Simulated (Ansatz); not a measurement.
SrZrO₃:
```
CELL_PARAMETERS angstrom
     -2.89774     4.06749     2.90682
      2.89774    -4.06749     2.90682
      2.89774     4.06749    -2.90682
ATOMIC_POSITIONS crystal
  Sr 0.23813 0.48813 0.75000
  Sr 0.76187 0.51187 0.25000
  Zr 0.50000 0.00000 0.50000
  Zr 0.00000 0.00000 0.00000
  O  0.66465 0.91465 0.75000
  O  0.33535 0.08535 0.25000
  O  0.20278 0.50000 0.20278
  O  0.79722 0.50000 0.79722
  O  0.79722 0.00000 0.29722
  O  0.20278 0.00000 0.70278
```

Relaxed with PBEsol. Independent-particle spectrum: no excitons, no local fields, no scissors shift; 0.1 eV broadening; ε₁ of the summed bands alone.

Question: Tabulate the dielectric function from the program Ansatz at the PBEsol level (PAW).

Answer: 

| E (eV) | ε₁ xx | ε₂ xx | ε₁ yy | ε₂ yy | ε₁ zz | ε₂ zz |
|---|---|---|---|---|---|---|
| 0.0 | 4.61 | 0.00 | 4.66 | 0.00 | 4.72 | 0.00 |
| 0.3 | 4.61 | 0.00 | 4.67 | 0.00 | 4.73 | 0.00 |
| 0.6 | 4.63 | 0.00 | 4.69 | 0.00 | 4.75 | 0.00 |
| 0.9 | 4.66 | 0.00 | 4.72 | 0.00 | 4.78 | 0.00 |
| 1.2 | 4.71 | 0.00 | 4.77 | 0.00 | 4.82 | 0.00 |
| 1.5 | 4.77 | 0.00 | 4.83 | 0.00 | 4.89 | 0.00 |
| 1.8 | 4.85 | 0.00 | 4.91 | 0.00 | 4.97 | 0.00 |
| 2.1 | 4.95 | 0.00 | 5.01 | 0.00 | 5.07 | 0.00 |
| 2.4 | 5.07 | 0.00 | 5.14 | 0.00 | 5.20 | 0.00 |
| 2.7 | 5.23 | 0.00 | 5.30 | 0.00 | 5.36 | 0.00 |
| 3.0 | 5.44 | 0.00 | 5.52 | 0.00 | 5.57 | 0.00 |
| 3.3 | 5.73 | 0.00 | 5.80 | 0.00 | 5.86 | 0.00 |
| 3.6 | 6.16 | 0.00 | 6.21 | 0.00 | 6.27 | 0.00 |
| 3.9 | 6.88 | 0.19 | 6.91 | 0.02 | 7.04 | 0.15 |
| 4.2 | 7.79 | 1.17 | 8.04 | 1.04 | 7.84 | 1.04 |
| 4.5 | 7.50 | 2.19 | 7.72 | 2.08 | 7.75 | 1.76 |
| 4.8 | 7.35 | 2.90 | 8.00 | 2.71 | 8.15 | 2.78 |
| 5.1 | 7.22 | 3.46 | 8.16 | 3.94 | 8.12 | 3.81 |
| 5.4 | 7.26 | 4.33 | 7.58 | 5.49 | 7.63 | 5.39 |
| 5.7 | 6.64 | 5.78 | 6.89 | 6.38 | 6.46 | 6.54 |
| 6.0 | 5.33 | 5.86 | 4.93 | 7.27 | 4.54 | 6.42 |
| 6.3 | 4.31 | 6.60 | 2.84 | 7.76 | 3.86 | 6.05 |
| 6.6 | 2.33 | 6.26 | 1.04 | 5.68 | 3.60 | 6.10 |
| 6.9 | 1.83 | 4.11 | 1.51 | 4.21 | 1.55 | 4.67 |
| 7.2 | 3.23 | 3.69 | 2.24 | 3.01 | 2.83 | 4.06 |
| 7.5 | 3.72 | 4.60 | 3.53 | 3.62 | 3.19 | 4.28 |
| 7.8 | 3.31 | 5.26 | 3.15 | 4.94 | 3.44 | 4.59 |
| 8.1 | 2.98 | 5.83 | 2.67 | 5.15 | 3.54 | 5.98 |
| 8.4 | 0.53 | 5.97 | 1.91 | 5.17 | 0.84 | 6.20 |
| 8.7 | 0.71 | 4.47 | 0.83 | 4.82 | 0.79 | 4.64 |
| 9.0 | 1.01 | 3.84 | 1.29 | 3.74 | 0.89 | 3.99 |
| 9.3 | 1.36 | 3.79 | 1.45 | 4.07 | 1.29 | 3.73 |
| 9.6 | 1.75 | 4.12 | 1.68 | 4.20 | 2.13 | 3.88 |
| 9.9 | 1.56 | 5.55 | 1.49 | 5.65 | 1.91 | 5.64 |
| 10.2 | -0.75 | 5.38 | -0.62 | 5.17 | 0.11 | 5.47 |
| 10.5 | -1.07 | 4.21 | -0.95 | 4.05 | -0.79 | 5.27 |
| 10.8 | -1.10 | 3.43 | -0.83 | 3.62 | -1.36 | 3.87 |
| 11.1 | -1.01 | 3.08 | -1.07 | 3.15 | -1.06 | 3.38 |
| 11.4 | -1.22 | 2.46 | -1.10 | 2.55 | -1.27 | 2.92 |
| 11.7 | -1.11 | 1.97 | -1.01 | 1.98 | -1.11 | 2.40 |
| 12.0 | -0.73 | 1.47 | -0.63 | 1.68 | -0.85 | 2.06 |

Question: From ε at 5.1 eV (xx: 7.22 + 3.46i), find n, k, the normal reflectivity and the absorption coefficient.

Answer: n = 2.76, k = 0.627, R = 24 %, α = 2kE/ħc = 320000 cm⁻¹.

With all bands, ε∞ without local fields is 4.77 (xx), 4.82 (yy), 4.87 (zz). DFPT, with local fields, gives 4.63 (xx), 4.66 (yy), 4.70 (zz).

Space group Imma. The first step of the workflow began from a Materials Project structure, measured or hypothetical; the Crystallography Open Database copy checked does not list it. COD files the formula under space group No. 62, 63, 221. Its standing as an ambient phase is unchecked. Symmetry was held in the PBEsol relaxation; whether a distortion lowers the energy is not shown. The run is not spin-polarised. Scalar-relativistic: spin–orbit coupling is off unless named, which matters more the heavier the elements.

Potentials: the later of the program's two PAW sets.
